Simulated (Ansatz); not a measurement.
BaTe (rock salt, Fm-3m), the program Ansatz at the r²SCAN level (PAW): ε∞ = 5.31, cell volume 88.10 Å³. Infrared-active transverse modes:

| ω_TO (cm⁻¹) | oscillator strength S_xx (e²/amu) |
|---|---|
| 93.4 | 0.09658 |

Q: Compute the static dielectric constant.

A: Each mode adds (4.921e7/V) S/ω²: 6.18. So ε0 = 11.5.

Q: What LO frequency does the Lyddane–Sachs–Teller relation give?

A: ω_LO = ω_TO √(ε0/ε∞) = 137 cm⁻¹.

The cell was relaxed with r²SCAN under the symmetry of its start; of distortions, only those at the zone centre were tested. Scalar-relativistic: spin–orbit coupling is off unless named, which matters more the heavier the elements.

Potentials: the later of the program's two PAW sets.
